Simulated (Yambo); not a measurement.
A G0W0@PBEsol run in Yambo for KLuS2 (space group R-3m, No. 166) under isotropic strain of -3 % on all lattice vectors (4×4×4 Γ-centred k mesh, bands 2 to 111 and a 6 Ry block in the screening, 111 bands in G with the Bruneval-Gonze terminator, plasmon pole fitted at 27.2 eV) gives these matrix elements, in eV, at the band edges (Γ → F):

| state | E0 | <Vxc> | <Σx> | <Σc(E0)> | Z |
|---|---|---|---|---|---|
| valence edge | 0.000 | -14.496 | -17.213 | 1.851 | 0.802 |
| conduction edge | 1.778 | -10.969 | -7.200 | -3.206 | 0.825 |

Task: Solve the linearised quasiparticle equation for both states, give the gap, and say how exchange and correlation each act on it.

Result: E = E0 + Z(Σx + Σc − Vxc). Valence: 0.000 + 0.802 × (-17.213 + (1.851) − (-14.496)) = -0.69 eV. Conduction: 1.778 + 0.825 × (-7.200 + (-3.206) − (-10.969)) = 2.24 eV. The gap is 2.94 eV, against 1.78 eV in PBEsol. Replacing Vxc by bare exchange alone would open it by 6.49 eV; correlation takes back 5.06 eV of that, and Z scales what is left. Convergence of the G0W0 settings was not tested. The 4f states are in the valence at their DFT position.

Geometry strained from the cell relaxed with PBEsol, atoms relaxed again; primitive cell a = 7.351 Å, b = 7.351 Å, c = 7.351 Å, α = 29.88°, β = 29.88°, γ = 29.88°.
